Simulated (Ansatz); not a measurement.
Data:

AlPt:
```
CELL_PARAMETERS angstrom
      0.00000     2.54789     2.54789
      2.54789     0.00000     2.54789
      2.54789     2.54789     0.00000
ATOMIC_POSITIONS crystal
  Pt 0.00000 0.00000 0.00000
  Al 0.50000 0.50000 0.50000
```

This is the r²SCAN-relaxed structure.

**Question.** All from r²SCAN in the plane-wave PAW code Ansatz, unless another level is named. Predict the density of states at the Fermi level.

**Answer.** 0.37 states/eV per atom (mean over ±0.08 eV).

**Question.** Next, the formation energy from the elements (no fitted shifts)?

**Answer.** -0.62 eV/atom.

Space group Fm-3m (rock salt). The start of the workflow was typed in or built on a structure type; neither database checked (COD, Materials Project) lists it. Its standing as an ambient phase is unchecked. Symmetry was held in the r²SCAN relaxation; its stability against distortions is not shown here. The run is not spin-polarised. The references are the lowest solids computed at this level, not always the standard phases. Scalar-relativistic: spin–orbit coupling is off unless named, which matters more the heavier the elements.

Potentials: the later of the program's two PAW sets.
